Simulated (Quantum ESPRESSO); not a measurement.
```
AlN
1.0
    3.12859     0.00000     0.00000
   -1.56429     2.70944     0.00000
    0.00000     0.00000     5.01696
Al N
2 2
Direct
  0.66667   0.33333   0.49929
  0.33333   0.66667   0.99929
  0.66667   0.33333   0.88071
  0.33333   0.66667   0.38071
```
The geometry is a computed Materials Project entry, not a measured one. It is AlN in P6₃mc. Stability against distortions was not tested.

A lattice sum over point charges, one formal value an element (Al +3, N -3), with no Sternheimer factor, costs far less than a self-consistent run. Taken along the main axis of each site's self-consistent tensor, it gives:

| site | V along that axis, point charges (a.u.) |
|---|---|
| Al (atoms 1, 2) | 0.005 |

**Question.** How do the values of PBE PAW (JTH datasets; density from pw.x of a modified build of Quantum ESPRESSO, gradients reconstructed from it by a script) compare?

**Answer.** 
| site | Vzz, PAW (a.u.) | PAW over point charges |
|---|---|---|
| Al | 0.047 | 9.3 |
  Cores are frozen. Against all-electron runs on small test molecules, this scheme's |Vzz| missed by −7 % on Al.
